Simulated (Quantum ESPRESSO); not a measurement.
**Band energies of BaF2**

```xyz
3
Lattice="0.0000 3.0660 3.0660 3.0660 0.0000 3.0660 3.0660 3.0660 0.0000" Properties=species:S:1:pos:R:3 pbc="T T T"
F      1.5330     1.5330     1.5330
F      4.5990     4.5990     4.5990
Ba     0.0000     0.0000     0.0000
```

PBEsol (pw.x of Quantum ESPRESSO, ONCV potentials, no spin-orbit coupling); path ΓXWKΓLUWLK,UX; energies in eV from the valence-band maximum.

```csv
k (1/Å),point,band 8,band 9,band 10,band 11,band 12,band 13,band 14,band 15
0.00,Γ,-1.61,-1.61,-0.12,-0.12,-0.12,6.86,9.34,9.34
0.57,,-1.06,-1.06,-0.84,-0.06,-0.06,7.89,9.70,10.07
1.02,X,-0.41,-0.41,-0.31,-0.31,-0.21,7.31,9.17,10.96
1.15,,-0.41,-0.40,-0.34,-0.32,-0.21,7.34,9.23,10.78
1.54,W,-0.60,-0.37,-0.37,-0.35,-0.26,7.58,9.97,10.08
1.78,,-0.57,-0.56,-0.34,-0.27,-0.22,7.57,9.62,10.07
1.90,K,-0.60,-0.54,-0.34,-0.27,-0.20,7.57,9.55,10.10
2.29,,-1.00,-0.86,-0.61,-0.34,0.00,8.26,9.29,9.73
2.79,,-1.54,-1.48,-0.23,-0.16,-0.10,7.15,9.28,9.37
2.99,Γ,-1.61,-1.61,-0.12,-0.12,-0.12,6.86,9.34,9.34
3.28,,-1.49,-1.31,-0.31,-0.15,-0.15,7.47,9.32,9.32
3.77,,-1.19,-0.70,-0.41,-0.18,-0.18,9.11,9.34,9.34
3.87,L,-1.18,-0.71,-0.38,-0.18,-0.18,9.30,9.35,9.35
4.29,,-0.84,-0.78,-0.33,-0.28,-0.11,7.89,9.70,9.73
4.50,U,-0.60,-0.54,-0.34,-0.27,-0.20,7.57,9.55,10.10
4.86,W,-0.60,-0.37,-0.37,-0.35,-0.26,7.58,9.97,10.08
5.32,,-1.00,-0.93,-0.36,-0.22,-0.11,8.31,9.50,9.57
5.59,L,-1.18,-0.71,-0.38,-0.18,-0.18,9.30,9.35,9.35
5.77,,-1.10,-0.83,-0.37,-0.20,-0.14,8.65,9.42,9.42
6.22,K,-0.60,-0.54,-0.34,-0.27,-0.20,7.57,9.55,10.10
6.22,U,-0.60,-0.54,-0.34,-0.27,-0.20,7.57,9.55,10.10
6.58,X,-0.41,-0.41,-0.31,-0.31,-0.21,7.31,9.17,10.96
```

The PBEsol gap is indirect, 6.86 eV, from 36 % of the way from K to Γ to Γ; the smallest direct gap is 6.98 eV.

Geometry relaxed with PBEsol.
